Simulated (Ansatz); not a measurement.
SrPd₅:
```cif
data_Pd5Sr
_chemical_formula_sum 'Pd5 Sr1'
_space_group_name_H-M_alt 'P6/mmm'
_space_group_IT_number 191
_space_group_name_Hall '-P 6 2'
_cell_length_a 5.41081
_cell_length_b 5.41081
_cell_length_c 4.39120
_cell_angle_alpha 90.000
_cell_angle_beta 90.000
_cell_angle_gamma 120.000
loop_
_atom_site_label
_atom_site_type_symbol
_atom_site_symmetry_multiplicity
_atom_site_Wyckoff_symbol
_atom_site_fract_x
_atom_site_fract_y
_atom_site_fract_z
_atom_site_occupancy
Pd1 Pd 2 c 0.33333 0.66667 0.00000 1
Pd2 Pd 3 g 0.50000 0.50000 0.50000 1
Sr1 Sr 1 a 0.00000 0.00000 0.00000 1
```

Relaxed at zero pressure with r²SCAN in the plane-wave PAW code Ansatz.

Question: The volume is raised by 9 % and shape and atoms relax at that volume. What pressure results, and how do the axes share the change?

Answer: -8.2 GPa; a 3.5 %, b 3.5 %, c 1.8 %; the energy rises by 46 meV/atom.

Question: Give the new structure.

Answer: 
Space group P6/mmm (No. 191); a = b = 5.600 Å, c = 4.469 Å, α = β = 90.00°, γ = 120.00°

| atom | site | symmetry | x | y | z |
|---|---|---|---|---|---|
| Pd | 2c | -6m2 | 0.3333 | 0.6667 | 0.0000 |
| Pd | 3g | mmm | 0.5000 | 0.5000 | 0.5000 |
| Sr | 1a | 6/mmm | 0.0000 | 0.0000 | 0.0000 |

The phase is kept; no other phase was compared at this pressure.

The workflow started from an entry of the Crystallography Open Database (COD). Its standing as an ambient phase is unchecked. The r²SCAN relaxation kept the symmetry of its start; whether a distortion lowers the energy is not shown. The run is not spin-polarised. Axis ratios of metals converge slowly with the k-mesh, so a and c are less sure than the volume.

Potentials: the later of the program's two PAW sets.
